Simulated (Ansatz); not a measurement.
Si:
```yaml
crystal:
  lattice:
    - [-3.19345, 3.19345, 3.19345]
    - [3.19345, -3.19345, 3.19345]
    - [3.19345, 3.19345, -3.19345]
  atoms:
    - { symbol: Si, position: [0.25000, 0.25000, 0.25000] }
    - { symbol: Si, position: [0.50000, 0.00000, 0.25000] }
    - { symbol: Si, position: [0.00000, 0.25000, 0.50000] }
    - { symbol: Si, position: [0.25000, 0.50000, 0.00000] }
```

Relaxed with r²SCAN. Special points in fractions of this cell's reciprocal vectors: Γ (0.000, 0.000, 0.000); H (0.500, -0.500, 0.500); N (0.000, 0.000, 0.500); P (0.250, 0.250, 0.250).

Problem. List the band energies nearest the Fermi level at these points for plane-wave PAW r²SCAN (Ansatz code).

Solution. In eV from the Fermi level; about four levels below and three above (degenerate sets whole), none deeper than 8.9 eV; points with the same levels are listed once.

| k | below | above |
|---|---|---|
| Γ | -3.30 -3.30 -0.95 -0.95 -0.95 | 3.72 3.72 3.72 |
| H | -3.44 -3.44 -3.44 | 0.93 1.08 1.08 1.08 |
| N | -3.46 -2.98 -0.52 -0.08 | 0.47 1.88 2.74 |
| P | -2.57 -2.57 -0.72 -0.72 | 0.78 0.78 4.28 4.28 |

Space group I4_132. The start of the workflow was typed in or built on a structure type; neither database checked (COD, Materials Project) lists it. It is not the phase usual at ambient conditions (space group No. 227). The cell was relaxed with r²SCAN under the symmetry of its start. At this level the phase is mechanically unstable.

Potentials: the later of the program's two PAW sets.
